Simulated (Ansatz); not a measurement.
## Computed properties of ZrSe2

ZrSe2:
```xyz
3
Lattice="1.8525 1.0695 7.2483 -1.8525 1.0695 7.2483 0.0000 -2.1391 7.2483" Properties=species:S:1:pos:R:3 pbc="T T T"
Zr     0.0000     0.0000    21.7445
Se     0.0000     0.0000     5.5602
Se     0.0000     0.0000     8.9375
```

Space group R3m (No. 160); conventional cell a = 3.705 Å, b = 3.705 Å, c = 21.745 Å, α = 90.00°, β = 90.00°, γ = 120.00°.

Method: DFT-PBE in the program Ansatz with PAW potentials. Geometry: relaxed at this level of theory. Other levels are named where they apply.

**Cell and energy**

Volume per atom: 28.72 Å³
Density: 4.80 g/cm³
Formation energy from the elements (no fitted shifts): -1.22 eV/atom

**Electronic structure**

Band gap: 0.47 eV (indirect)
Valence-band maximum: on the Γ–S0 line, 20 % of the way from Γ (k = -0.068, 0.000, 0.068 in fractions of the reciprocal vectors)
Conduction-band minimum: off the standard path, at k = (-0.068, -0.068, 0.323) in fractions of the reciprocal vectors
Smallest direct gap on the standard path: 0.97 eV
Electron effective mass: 0.73, 1.1, 6.5 mₑ (principal values)
Hole effective mass: 0.32, 1.4, 1.5 mₑ (principal values)

A made-up cell: these elements were put on the sites of a structure type; neither database checked (COD, Materials Project) lists it. COD files the formula under space group No. 164. Whether it is the stable phase at ambient conditions was not checked. The PBE relaxation kept the symmetry of its start; whether a distortion lowers the energy is not shown. The run is not spin-polarised. A crystal of weakly bound layers computed without a dispersion correction: the cell and the soft elastic constants depend strongly on that. The references are the lowest solids computed at this level, not always the standard phases. Scalar-relativistic: spin–orbit coupling is off unless named, which matters more the heavier the elements.

Potentials: the later of the program's two PAW sets.
